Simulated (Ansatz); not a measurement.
Input and output of a single-point calculation on SnTe in the rocksalt structure (Ansatz, r2SCAN). The cell was relaxed with r2SCAN and then strained (epitaxial +2.0 % in the xy plane, free normal strain -0.16 %), with the atoms relaxed again with r2SCAN; k points keep the names of the unstrained zone.

Input (YAML):
```yaml
crystal:
  lattice:
    - [0.0, 3.253116941, 3.1842697427]
    - [3.253116941, 0.0, 3.1842697427]
    - [3.253116941, 3.253116941, 0.0]
  atoms:
    - { symbol: Sn, position: [0.0, 0.0, 0.0] }
    - { symbol: Te, position: [0.5, 0.5, 0.5] }
kpoints:
  mp_grid: { grid: [8, 8, 8] }
  band_path:
    path:
      - [0.0, 0.0, 0.0]
      - [0.5, 0.0, 0.5]
      - [0.625, 0.25, 0.625]
      - [0.375, 0.375, 0.75]
      - [0.5, 0.5, 0.5]
      - [0.5, 0.25, 0.75]
      - [0.0, 0.0, 0.5]
    npoints: 1
hamiltonian:
  xc: r2scan
scf:
  occupations: { method: fermi_dirac, width: 0.02 }
  n_extra_bands: 4
output:
  forces: true
  stress: true
  eigenvalues: true
```

Run as `ansatz run input.yaml --threads 2 --pin off --max-ram 2211MiB --backend cpu --events-out ev --progress --plain --runs-dir out`.

What the program printed (shortened):
```
Pseudopotential: Sn, paw, valence charge 14, recommended cutoff 500 eV (meta_gga)
Pseudopotential: Te, paw, valence charge 16, recommended cutoff 500 eV (meta_gga)
Functional definition: r2SCAN
Crystal: 2 atoms, lattice volume = 67.397 Å³
Basis set: ecut = 500 eV, 1735 PW (Γ)
Bands: 19, of which v1, the nominal top of the filled ones, is band 15 counted from 1 (14 counted from 0)
Symmetry: 16 space group operations
Space group: I4/mmm (ITA 139)
k-points: 59 of 512
SCF 1 converged in 6 iterations: F = -13033.963694 eV  dr2 = 6.46e-8
NSCF: frozen V_eff on 7 k-points
SCF converged after 6 iterations
Free energy (F): -13033.963694 eV
Internal energy: -13033.963679 eV  (E = F + TS)
E sigma→0 (E₀):  -13033.963687 eV
Entropy (-TS):   -0.000015 eV (-0.008 meV/atom)
Fermi energy:    8.662981 eV
--- Per-component energies (eV) ---
  E_band       = -403.191677
  E_kinetic    = 363.774716
  E_local      = -2267.774670
  E_nonlocal   = -343.785413
  E_hartree    = 1398.249205
  E_xc         = -490.159094
  E_vxc        = -216.019706
  E_paw        = -8841.928027
  E_vpaw       = -749.276912
  E_vtau       = 13.379921
  E_ewald      = -2853.360532
  E_core_change = 1.020175
  E_smearing   = -0.000015
--- Stress (GPa, compression-positive) ---
       -2.337109       0.000000       0.000000
        0.000000      -2.337109       0.000000
        0.000000       0.000000      -0.051001
  P = ⅓ Tr σ = -1.5751 GPa (-15.751 kbar)
```

The file bands.tsv (bands near the Fermi energy, numbered from 0, rounded):
```tsv
# k_distance	band_10	band_11	band_12	band_13	band_14	band_15	band_16	band_17	band_18
# fermi_ev = 8.662981
# [0, 0, 0] at k_distance = 0.000000
# [0.5, 0, 0.5] at k_distance = 0.965718
# [0.625, 0.25, 0.625] at k_distance = 1.310861
# [0.375, 0.375, 0.75] at k_distance = 1.904390
# [0.5, 0.5, 0.5] at k_distance = 2.504324
# [0.5, 0.25, 0.75] at k_distance = 3.194611
# [0, 0, 0.5] at k_distance = 3.884898
# levels_relative_to = fermi_ev
0.000	-12.968	-5.058	-2.454	-2.220	-2.220	3.076	3.076	3.595	5.055
0.966	-11.570	-6.684	-5.452	-3.879	-3.635	2.608	4.472	5.030	5.998
1.311	-11.518	-7.588	-5.069	-3.272	-2.735	2.758	3.180	4.460	5.270
1.904	-11.463	-7.567	-5.141	-3.332	-2.865	2.867	3.023	4.347	5.632
2.504	-11.794	-8.430	-1.974	-1.930	-0.112	0.112	0.334	0.437	7.986
3.195	-11.444	-7.510	-4.824	-4.764	-1.106	0.791	4.664	4.843	5.927
3.885	-11.794	-8.430	-1.974	-1.930	-0.112	0.112	0.334	0.437	7.986
```
In order the rows are Γ, X, U, K, L, W, L.

With r2SCAN the gap is 0.22 eV and direct, at L. Edges are sought over the mesh and the listed points. With the atoms held, the mean pressure is -1.58 GPa (compression positive).

(Simulation; spin polarisation is off.)

Spin-orbit coupling is left out, which matters wherever the heavy atoms make up the band edges.
